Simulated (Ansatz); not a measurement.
A plane-wave DFT run in Ansatz 0.2.0 (scalar-relativistic PAW potentials unless the input names others): input and command.

```yaml
crystal:
  lattice:
    - [-3.2301, -3.247742, 3.206024]
    - [-3.254394, 3.252756, -3.224921]
    - [1.610553, -4.860127, -4.802467]
  atoms:
    - { symbol: Ti, position: [0.1679630478, 0.1633396747, 0.6630781233] }
    - { symbol: Ti, position: [0.3342671034, 0.333558453, 0.3214946063] }
    - { symbol: Ti, position: [0.9984406539, 0.9941964319, 0.0151240245] }
    - { symbol: Zr, position: [0.6662400138, 0.6649015511, 0.6659858475] }
    - { symbol: Zr, position: [0.1517056077, 0.6509760086, 0.6623656028] }
    - { symbol: Zr, position: [0.5046528393, 0.0046342645, 0.999764187] }
    - { symbol: Ta, position: [0.3284246723, 0.8375889805, 0.3346872573] }
    - { symbol: Re, position: [0.6695020924, 0.1700957596, 0.6621898838] }
    - { symbol: Re, position: [0.8328543783, 0.8334931486, 0.3239565734] }
    - { symbol: Re, position: [0.8351961964, 0.3261082742, 0.3296620861] }
    - { symbol: Re, position: [0.4945961753, 0.5002476386, 0.0104879305] }
    - { symbol: Re, position: [6.98391e-05, 0.4887311879, 0.0048207937] }
kpoints:
  mp_grid: { grid: [7, 7, 5], shift: [0.5, 0.5, 0.5] }
hamiltonian:
  xc: rpbe
scf:
  occupations: { method: gaussian, width: 0.1 }
output:
  forces: true
  eigenvalues: true
  stress: true
```

```bash
ansatz run input.yaml --threads 4 --pin off --max-ram 9216MiB --backend cpu --events-out ev --progress --plain --runs-dir out
```

Abridged log:
```
Pseudopotentials: kind: paw
Pseudopotential: Ti, paw, valence charge 12, recommended cutoff 420 eV (normal)
Pseudopotential: Zr, paw, valence charge 12, recommended cutoff 420 eV (normal)
Pseudopotential: Ta, paw, valence charge 13, recommended cutoff 420 eV (normal)
Pseudopotential: Re, paw, valence charge 15, recommended cutoff 420 eV (normal)
Functional definition: RPBE
Crystal: 12 atoms, lattice volume = 202.627 Å³
Basis set: ecut = 420 eV, 3941 PW (Γ), exchange–correlation on 80×80×96 points (8 copies of the dense FFT grid, shifted against one another)
Bands: 96, of which v1, the nominal top of the filled ones, is band 80 counted from 1 (79 counted from 0)
Symmetry: 1 space group operations
Space group: P1 (ITA 1), of the structure as read, at distance tolerance 5.9e-5 Å
k-points: 123 of 245 (time reversal used)
Initial density: superposition of atomic densities (neutral atoms: chi_scale 0, normalization atom), corrected by the library's trained network
Initial wavefunctions: pseudopotential atomic-orbital guess
Functional: x = rpbe, c = pbe(β = 0.06672455)
SCF iter   1: F=—  HF=-84435.307671 eV  |F-HF|=—  |Δ(HF+E_count)|=         —  Δρ=6.48e-3  dr2=2.07e-1  ethr=1.77e-3  ⟨swp⟩=5.2  Hψ=39645  notcnv=0
SCF iter   2: F=—  HF=-84435.297666 eV  |F-HF|=—  |Δ(HF+E_count)|=   1.00e-2  Δρ=3.41e-3  dr2=5.24e-2  ethr=1.29e-4  ⟨swp⟩=1.0  Hψ=13672  notcnv=0
SCF iter   3: F=—  HF=-84435.292096 eV  |F-HF|=—  |Δ(HF+E_count)|=   5.57e-3  Δρ=5.30e-4  dr2=5.85e-4  ethr=3.28e-5  ⟨swp⟩=2.0  Hψ=13586  notcnv=0
SCF iter   4: F=—  HF=-84435.292036 eV  |F-HF|=—  |Δ(HF+E_count)|=   5.97e-5  Δρ=1.22e-4  dr2=3.88e-5  ethr=3.66e-7  ⟨swp⟩=2.0  Hψ=14919  notcnv=0
SCF iter   5: F=—  HF=-84435.292332 eV  |F-HF|=—  |Δ(HF+E_count)|=   2.95e-4  Δρ=3.53e-5  dr2=2.10e-6  ethr=2.42e-8  ⟨swp⟩=2.0  Hψ=14198  notcnv=0
SCF iter   6: F=-84435.292332 eV  HF=-84435.292332 eV  |F-HF|=3.39e-8  |Δ(HF+E_count)|=   1.37e-7  Δρ=6.66e-6  dr2=8.59e-8  ethr=6.25e-11  ⟨swp⟩=8.5  Hψ=54152  notcnv=0
SCF 1 converged in 6 iterations: F = -84435.292332 eV  dr2 = 8.59e-8
SCF converged after 6 iterations
Free energy (F): -84435.292332 eV
Harris-Foulkes:  -84435.292332 eV  (|F-HF|=3.39e-8)
Internal energy: -84435.228038 eV  (E = F + TS)
E sigma→0 (E₀):  -84435.260185 eV
Entropy (-TS):   -0.064294 eV (-5.358 meV/atom)
Fermi energy:    18.606964 eV
--- Forces (eV/Å), atoms counted from 1 ---
  atom   1  Ti     0.00048271    -0.05090720     0.02164885
  atom   2  Ti    -0.01176682     0.01520352    -0.03550409
  atom   3  Ti    -0.00518883    -0.04136487     0.07417588
  atom   4  Zr    -0.02821193     0.03860905    -0.01799002
  atom   5  Zr     0.01296028     0.01378553    -0.01118408
  atom   6  Zr    -0.02093215     0.11028597     0.02404289
  atom   7  Ta     0.00040093    -0.00353830     0.00094162
  atom   8  Re     0.03314516    -0.01072351     0.02037760
  atom   9  Re     0.07451151    -0.03210880    -0.02375179
  atom  10  Re    -0.00538729    -0.03490864    -0.04854796
  atom  11  Re    -0.05424061    -0.00864989     0.03842582
  atom  12  Re     0.00423321     0.00431267    -0.04264093
--- Stress (GPa, compression-positive) ---
        3.837229      -0.249599       0.058086
       -0.249599       3.624004       0.000356
        0.058086       0.000356       3.368810
  P = ⅓ Tr σ = 3.6100 GPa (36.100 kbar)
```

Apart from outputs and empty bands, the input differs from a reference run on usual settings in kpoints.mp_grid.shift: not typed → [0.5, 0.5, 0.5]; hamiltonian.xc: "pbe" → "rpbe"; basis.ecutwfc: 420 → not typed. The reference, at the same geometry (not necessarily relaxed), gave pressure 0.21 GPa, largest force 0.092 eV/Å, no gap on the mesh. This run converged in 6 SCF iterations (reference: 7) with a total energy on another zero, pressure 3.61 GPa, largest force 0.115 eV/Å, no gap on the mesh.

It took 45 s on 4 threads of Intel(R) Xeon(R) Platinum 8259CL CPU @ 2.50GHz (Skylake/Cascade Lake), with other jobs on the host, peak memory 2 GiB.